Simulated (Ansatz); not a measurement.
Relaxed-ion elastic tensor of OsC in space group P-6m2 (No. 187; Os on 1a, C on 1f) in GPa (Voigt order), plane-wave PAW PBEsol (Ansatz code); density 16.84 g/cm³, 9.97 Å³ per atom.

```json
[
 {"": "1", "1": "473", "2": "408", "3": "275", "4": "0.0", "5": "0.0", "6": "0.0"},
 {"": "2", "1": "408", "2": "473", "3": "275", "4": "0.0", "5": "0.0", "6": "0.0"},
 {"": "3", "1": "275", "2": "275", "3": "909", "4": "0.0", "5": "0.0", "6": "0.0"},
 {"": "4", "1": "0.0", "2": "0.0", "3": "0.0", "4": "99.4", "5": "0.0", "6": "0.0"},
 {"": "5", "1": "0.0", "2": "0.0", "3": "0.0", "4": "0.0", "5": "99.4", "6": "0.0"},
 {"": "6", "1": "0.0", "2": "0.0", "3": "0.0", "4": "0.0", "5": "0.0", "6": "32.6"}
]
```

Task: Is the crystal mechanically stable?

Result: Yes: the smallest eigenvalue of C is 32.6 GPa.

Task: Work out the Voigt, Reuss and Hill averages.

Result: K_V = 419, K_R = 406, K_H = 413; G_V = 106, G_R = 58.5, G_H = 82.3 GPa.

Task: Give Young's modulus, Poisson's ratio, Pugh's ratio and the universal anisotropy index.

Result: E = 9KG/(3K + G) = 231 GPa; ν = 0.41; K/G = 5.01 (ductile by the Pugh limit of 1.75); A_U = 5G_V/G_R + K_V/K_R − 6 = 4.09.

Task: Estimate the sound speeds and the Debye temperature.

Result: v_l = √((K + 4G/3)/ρ) = 5570 m/s, v_t = √(G/ρ) = 2210 m/s, mean 2500 m/s; Θ = (h/k)(3n/4πV)^(1/3) v_m = 346 K.

Task: Solve the Christoffel equation for the three sound speeds along x, y, z.

Result: Eigenvalues of C_ijkl n_j n_l equal ρv². In km/s, slowest first: x 1.39, 2.43, 5.30; y 1.39, 2.43, 5.30; z 2.43, 2.43, 7.35.

Task: How much does each axis shrink under pressure?

Result: Linear compressibilities β_i = Σ_j S_ij (j = 1 to 3): x 0.98, y 0.98, z 0.51 per TPa.

A made-up cell: these elements were put on the sites of a structure type; neither database checked (COD, Materials Project) lists it. Its standing as an ambient phase is unchecked. The PBEsol relaxation kept the symmetry of its start; its stability against distortions is not shown here. No spin polarisation was allowed. As this level gives no gap, shear constants depend on the k-mesh and smearing (Fermi–Dirac, 0.1 eV here). On the denser mesh and wider smearing of the elastic run this cell carries a stress of 0.9 GPa. Spin–orbit coupling is left out wherever it is not named.

Potentials: the earlier of the program's two PAW sets. The files were generated under PBE; for other functionals the program regenerates the frozen cores, and for LDA and PBEsol the local potential too.
